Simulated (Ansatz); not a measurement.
The cell below belongs to a search over invented structures; it isn't taken from experiment.

Input and command of a plane-wave DFT calculation in Ansatz:

```yaml
crystal:
  lattice:
    - [5.4937746428, 0.0, 0.0]
    - [-2.7468873214, 4.7577484033, 0.0]
    - [0.0, 0.0, 5.4890101334]
  atoms:
    - { symbol: Sb, position: [0.6651725981, 0.0, 0.5] }
    - { symbol: Sb, position: [0.6666666667, 0.3333333333, 0.0] }
    - { symbol: Sb, position: [0.3348274019, 0.3348274019, 0.5] }
    - { symbol: Sb, position: [0.0, 0.6651725981, 0.5] }
    - { symbol: Sb, position: [0.3333333333, 0.6666666667, 0.0] }
    - { symbol: O, position: [0.0, 0.0, 0.0] }
basis:
  ecutwfc: 420
kpoints:
  mp_grid: { grid: [6, 6, 4] }
hamiltonian:
  xc: pbe
scf:
  occupations: { method: gaussian, width: 0.1 }
  lower_state_search: "off"
output:
  forces: true
  stress: true
  eigenvalues: true
relax:
  adjacent_minimum: "off"
  f_tol: 0.04
  max_steps: 70
  cell: { stress_tol: 0.4 }
```

```bash
ansatz run input.yaml --threads 1 --pin off --max-ram 2560MiB --backend cpu --events-out ev --progress --plain --runs-dir out
```

Processor: Intel(R) Xeon(R) Platinum 8488C (Sapphire Rapids), 1 thread, on a host shared with other jobs.

Estimate time, memory and problem size.

About 2.7 min, peak memory 0.48 GiB. It solves 49 bands at 21 k points (after reduction by symmetry) with about 2881 plane waves (on the last cell), in 104 SCF iterations over 16 ionic steps.
